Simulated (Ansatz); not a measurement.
**Calculated with Ansatz: CsI₆Br, relaxation**

The command:

```bash
ansatz run input.yaml --threads 2 --pin off --max-ram 2560MiB --backend cpu --events-out ev --progress --plain --runs-dir out
```

input.yaml:

```yaml
crystal:
  lattice:
    - [7.025775, 0.0, 0.0]
    - [-0.795457, 6.980599, 0.0]
    - [-0.795457, -0.891253, 6.923473]
  atoms:
    - { symbol: I, position: [0.0778, 0.8089, 0.7042] }
    - { symbol: I, position: [0.7042, 0.0778, 0.8089] }
    - { symbol: I, position: [0.8089, 0.7042, 0.0778] }
    - { symbol: I, position: [0.9222, 0.1911, 0.2958] }
    - { symbol: I, position: [0.2958, 0.9222, 0.1911] }
    - { symbol: I, position: [0.1911, 0.2958, 0.9222] }
    - { symbol: Cs, position: [0.5, 0.5, 0.5] }
    - { symbol: Br, position: [0.0, 0.0, 0.0] }
  symmetry: { tolerance: 0.0003 }
kpoints:
  mp_grid: { grid: [4, 4, 4], shift: [0, 0, 0] }
magnetization:
  spin_polarized: false
scf:
  occupations: { method: methfessel_paxton, width: 0.0982 }
  lower_state_search: "off"
hamiltonian:
  pseudopotentials: { kind: paw }
  xc: pbe
basis:
  ecutwfc: 420
  fft_grid_basis: typed
relax:
  max_steps: 60
  cell: { p_target: 0.0 }
output:
  forces: true
  stress: true
  eigenvalues: true
  bader: true
  populations: true
  elf: true
  write_potential: true
  volumetric_format: npy
  dos:
    e_range: [-12, 8]
    de: 0.05
    projected: { site_lists: { Br: [Br], Cs: [Cs], I: [I] } }
checkpoint:
  read: saved_state
```

Origin of the cell: a known structure type with other elements, at an estimated volume, so it need not be a known compound.

The saved state is a converged single point of the same cell.

Output (shortened):

```
Warning: crystal.lattice misses the space group found at crystal.symmetry.tolerance 3.0e-4 in a digit that the deck types, which is why this is a warning: making the lattice exact moves one o […]
Pseudopotentials: kind: paw
Pseudopotential: I, paw, valence charge 17, recommended cutoff 420 eV (normal), I.paw.azcp
Pseudopotential: Cs, paw, valence charge 9, recommended cutoff 420 eV (normal), Cs.paw.azcp
Pseudopotential: Br, paw, valence charge 7, recommended cutoff 420 eV (normal), Br.paw.azcp
Functional definition: PBE
  exchange = pbe_x(kappa = kappa, mu = beta*pi^2/3)
  correlation = pbe_c(beta = beta)
Crystal: 8 atoms, lattice volume = 339.556 Å³
Basis set: ecut = 420 eV, 6653 PW (Γ), exchange–correlation on 96×96×96 points (8 copies of the dense FFT grid, shifted against one another)
Bands: 71, of which v1, the nominal top of the filled ones, is band 59 counted from 1 (58 counted from 0)
[… 10 lines left out …]
Initial density: read from a saved state, or passed on in memory by an earlier SCF of this step, an earlier step, the calling program or the single point that the run made first
Functional: x = pbe(κ = 0.804, μ = 0.219515), c = pbe(β = 0.066725)
SCF iter   1: F=—  HF=-53528.270557 eV  Δρ=4.87e-4  dr2=2.52e-3
SCF iter   2: F=—  HF=-53528.271472 eV  S|Δr|=    0.00e0  Δρ=2.30e-4  dr2=2.78e-4
SCF iter   3: F=—  HF=-53528.271960 eV  S|Δr|=    0.00e0  Δρ=1.16e-4  dr2=8.30e-5
SCF iter   4: F=—  HF=-53528.272225 eV  S|Δr|=    0.00e0  Δρ=2.64e-5  dr2=3.20e-6
SCF iter   5: F=—  HF=-53528.272230 eV  S|Δr|=    0.00e0  Δρ=8.53e-6  dr2=3.39e-7
SCF iter   6: F=-53528.272230 eV  HF=-53528.272230 eV  S|Δr|=    0.00e0  Δρ=1.98e-6  dr2=1.78e-8
relax step   1: F+E_penalty+E_count = -53528.272230 eV  Δ(F+E_penalty+E_count) = +0.000e0 eV  max|allowed force component| = 3.334e0 eV/Å  Δτ_max = 0.0000 Å  P = +9.174 GPa  Ω = 339.556 Å³  ( […]
relax step   2: F+E_penalty+E_count = -53531.431998 eV  Δ(F+E_penalty+E_count) = -3.160e0 eV  max|allowed force component| = 7.135e-1 eV/Å  Δτ_max = 0.1989 Å  P = +1.940 GPa  Ω = 359.911 Å³ […]
relax step   3: F+E_penalty+E_count = -53531.704452 eV  Δ(F+E_penalty+E_count) = -2.725e-1 eV  max|allowed force component| = 3.593e-1 eV/Å  Δτ_max = 0.0716 Å  P = +0.820 GPa  Ω = 366.019 Å³ […]
relax step   4: F+E_penalty+E_count = -53531.850423 eV  Δ(F+E_penalty+E_count) = -1.460e-1 eV  max|allowed force component| = 9.144e-2 eV/Å  Δτ_max = 0.1078 Å  P = +0.035 GPa  Ω = 364.418 Å³ […]
WARN: on these k-points the computed levels leave a gap of 0.4607 eV at the electron count, 4.7 widths of the methfessel_paxton smearing (0.0982 eV); against the step filling of these same ba […]
relax step   5: F+E_penalty+E_count = -53531.875037 eV  Δ(F+E_penalty+E_count) = -2.461e-2 eV  max|allowed force component| = 6.666e-2 eV/Å  Δτ_max = 0.0446 Å  P = -0.015 GPa  Ω = 361.162 Å³ […]
relax step   6: F+E_penalty+E_count = -53532.021671 eV  Δ(F+E_penalty+E_count) = -1.466e-1 eV  max|allowed force component| = 1.225e-1 eV/Å  Δτ_max = 0.1649 Å  P = +0.002 GPa  Ω = 345.267 Å³ […]
relax step   7: F+E_penalty+E_count = -53532.313057 eV  Δ(F+E_penalty+E_count) = -2.914e-1 eV  max|allowed force component| = 3.565e-1 eV/Å  Δτ_max = 0.1955 Å  P = +0.629 GPa  Ω = 334.373 Å³ […]
relax step   8: F+E_penalty+E_count = -53532.993213 eV  Δ(F+E_penalty+E_count) = -6.802e-1 eV  max|allowed force component| = 1.074e0 eV/Å  Δτ_max = 0.1956 Å  P = +1.571 GPa  Ω = 329.762 Å³ […]
relax step   9: F+E_penalty+E_count = -53533.817642 eV  Δ(F+E_penalty+E_count) = -8.244e-1 eV  max|allowed force component| = 3.056e-1 eV/Å  Δτ_max = 0.1947 Å  P = +3.558 GPa  Ω = 328.292 Å³ […]
relax step  10: F+E_penalty+E_count = -53534.436345 eV  Δ(F+E_penalty+E_count) = -6.187e-1 eV  max|allowed force component| = 3.667e-1 eV/Å  Δτ_max = 0.1563 Å  P = +0.750 GPa  Ω = 363.821 Å³ […]
relax step  11: F+E_penalty+E_count = -53534.627407 eV  Δ(F+E_penalty+E_count) = -1.911e-1 eV  max|allowed force component| = 2.348e-1 eV/Å  Δτ_max = 0.0890 Å  P = -0.313 GPa  Ω = 402.451 Å³ […]
relax step  12: F+E_penalty+E_count = -53534.655055 eV  Δ(F+E_penalty+E_count) = -2.765e-2 eV  max|allowed force component| = 8.965e-2 eV/Å  Δτ_max = 0.0523 Å  P = +0.098 GPa  Ω = 403.165 Å³ […]
relax step  13: F+E_penalty+E_count = -53534.658601 eV  Δ(F+E_penalty+E_count) = -3.546e-3 eV  max|allowed force component| = 1.035e-2 eV/Å  Δτ_max = 0.0248 Å  P = +0.013 GPa  Ω = 402.986 Å³ […]
relax step  14: F+E_penalty+E_count = -53534.659081 eV  Δ(F+E_penalty+E_count) = -4.797e-4 eV  max|allowed force component| = 7.091e-4 eV/Å  Δτ_max = 0.0054 Å  P = -0.005 GPa  Ω = 403.870 Å³ […]
relax step  15: F+E_penalty+E_count = -53534.686636 eV  Δ(F+E_penalty+E_count) = -2.756e-2 eV  max|allowed force component| = 7.600e-4 eV/Å  Δτ_max = 0.0000 Å  P = +0.153 GPa  Ω = 403.870 Å³  stress off target by 2.28e-1 GPa […]
relax step  16: F+E_penalty+E_count = -53534.697090 eV  Δ(F+E_penalty+E_count) = -1.045e-2 eV  max|allowed force component| = 2.157e-3 eV/Å  Δτ_max = 0.0069 Å  P = -0.018 GPa  Ω = 414.713 Å³ […]
relax step  17: F+E_penalty+E_count = -53534.706652 eV  Δ(F+E_penalty+E_count) = -9.562e-3 eV  max|allowed force component| = 2.399e-2 eV/Å  Δτ_max = 0.0149 Å  P = -0.013 GPa  Ω = 419.884 Å³ […]
relax step  18: F+E_penalty+E_count = -53534.712059 eV  Δ(F+E_penalty+E_count) = -5.407e-3 eV  max|allowed force component| = 1.480e-2 eV/Å  Δτ_max = 0.0151 Å  P = -0.005 GPa  Ω = 423.375 Å³ […]
relax step  19: F+E_penalty+E_count = -53534.713191 eV  Δ(F+E_penalty+E_count) = -1.132e-3 eV  max|allowed force component| = 4.485e-3 eV/Å  Δτ_max = 0.0067 Å  P = +0.007 GPa  Ω = 425.167 Å³ […]
relax step  20: F+E_penalty+E_count = -53534.713168 eV  Δ(F+E_penalty+E_count) = +2.238e-5 eV  max|allowed force component| = 7.605e-3 eV/Å  Δτ_max = 0.0059 Å  P = -0.014 GPa  Ω = 426.072 Å³ […]
relax step  21: F+E_penalty+E_count = -53534.714263 eV  Δ(F+E_penalty+E_count) = -1.094e-3 eV  max|allowed force component| = 7.625e-3 eV/Å  Δτ_max = 0.0000 Å  P = -0.014 GPa  Ω = 426.072 Å³  stress off target by 2.67e-2 GPa […]
SCF 21 converged in 9 iterations: F = -53534.714263 eV  dr2 = 7.18e-11
basis re-selected at this cell: Δ(F+E_penalty+E_count) = -1.094e-3 eV, ΔP = -0.001 GPa vs the last step (what re-selecting the basis moved, of the pressure what is left beyond the Pulay corre […]
SCF converged after 9 iterations
Stability not checked: this state was not tested for a lower state beside it, because cold or Methfessel-Paxton smearing, or corrected tetrahedra, fill the levels in a way that the test cannot read (fill_not_monotonic; […]
Free energy (F): -53534.714263 eV
Harris-Foulkes:  -53534.714263 eV  (|F-HF|=4.73e-10)
Internal energy: -53534.714263 eV  (E = F + TS)
E sigma→0 (E₀):  -53534.714263 eV
Fermi energy:    2.684367 eV
--- Per-component energies (eV) ---
  E_band       = -2710.080602
  E_kinetic    = 1403.211990
  E_local      = -15123.228290  (includes V_loc(G=0)·N_el)
  E_nonlocal   = -449.657736
  E_hartree    = 7487.523858
  E_xc         = -1203.444552
  E_vxc        = -995.992117  (∫ρ·V_xc dr)
  E_paw        = -36203.954248  (= ΣΔE_a)
  E_vpaw       = -2519.462466  (= ΣTr[D̂ρ^β])
  E_aug_tail   = -0.000020  (compensation charges beyond the density's cutoff)
  E_ewald      = -9445.165264
  E_smearing   = 0.000000  (= −TS)
  Σ components = -53534.714263   (vs F -53534.714263, Δ=0.00e0)
--- Forces (eV/Å), atoms counted from 1 ---
  atom   1  I     -0.002740    -0.006730    -0.007440
  atom   2  I     -0.006168    -0.003460    -0.007625
  atom   3  I     -0.006377    -0.006934    -0.004405
  atom   4  I      0.002740     0.006730     0.007440
  atom   5  I      0.006168     0.003460     0.007625
  atom   6  I      0.006377     0.006934     0.004405
  atom   7  Cs     0.000000     0.000000     0.000000
  atom   8  Br     0.000000    -0.000000     0.000000
  max |Σ_I F_I| component: 2.60e-18 eV/Å
--- Stress (GPa, compression-positive) ---
       -0.013026      -0.005322      -0.006051
       -0.005322      -0.014239      -0.006780
       -0.006051      -0.006780      -0.015984
  P = ⅓ Tr σ = -0.0144 GPa (-0.144 kbar)
--- Relaxed structure (19 steps of the walk, 19 accepted, 2 SCFs on fresh bases) ---
  F+E_penalty+E_count = -53534.714263 eV   max|allowed force component| = 7.625e-3 eV/Å   (the final SCF, on the basis selected at the relaxed cell)
  cell:  # Å, volume = 426.0716 Å³
    - [7.839833, -0.675147, -0.767629]
    - [-1.558430, 7.712983, -0.767626]
    - [-1.558430, -1.746105, 7.551852]
  atoms:
    - { symbol: I, position: [0.029828, 0.654492, 0.654464] }
    - { symbol: I, position: [0.654464, 0.029828, 0.654492] }
    - { symbol: I, position: [0.654492, 0.654464, 0.029828] }
    - { symbol: I, position: [0.970172, 0.345508, 0.345536] }
    - { symbol: I, position: [0.345536, 0.970172, 0.345508] }
    - { symbol: I, position: [0.345508, 0.345536, 0.970172] }
    - { symbol: Cs, position: [0.5, 0.5, 0.5] }
    - { symbol: Br, position: [1.900e-19, -4.785e-19, -7.223e-19] }
--- Löwdin populations: 8 sites ---
  site symbol       q [e]
     0      I     17.0169
     1      I     17.0169
     2      I     17.0169
     3      I     17.0169
     4      I     17.0169
     5      I     17.0169
     6     Cs      8.2543
     7     Br      7.3828
  spilling = 0.002215 (of n_electrons = 118.000000)
--- Bader charges: 8 sites ---
  site symbol  charge [e]  shift [e]
     0      I     -0.0624     0.0000
     1      I     -0.0624     0.0000
     2      I     -0.0624     0.0000
     3      I     -0.0624     0.0000
     4      I     -0.0624     0.0000
     5      I     -0.0624     0.0000
     6     Cs      0.8184     0.0000
     7     Br     -0.4441     0.0000
  estimated error of the sums over rays = 2.3e-4 e
```

Before:

Space group R-3 (No. 148); the run's cell has a = 7.026 Å, b = 7.026 Å, c = 7.026 Å, α = 96.50°, β = 96.50°, γ = 96.50°. Shortest distances: Br–I 2.49 Å, I–I 3.50 Å.

After:

Space group R-3m (No. 166); the run's cell has a = 7.906 Å, b = 7.906 Å, c = 7.906 Å, α = 105.63°, β = 105.63°, γ = 105.63°. Shortest distances: I–I 2.77 Å, Br–I 3.41 Å.

```yaml
Free_energy_lowered_by: 805.3 meV/atom
Volume_change: 25.48 %
Final_pressure: -0.01 GPa
Relaxation_steps_listed: 21
```

Caveats: no spin-orbit coupling, though heavy elements are present; the relaxation held the start's symmetry, so the end may be a saddle point.

It ran for 10 min on 2 threads of Arm Neoverse N1 (shared host), peak memory 0.96 GiB, from a saved density.
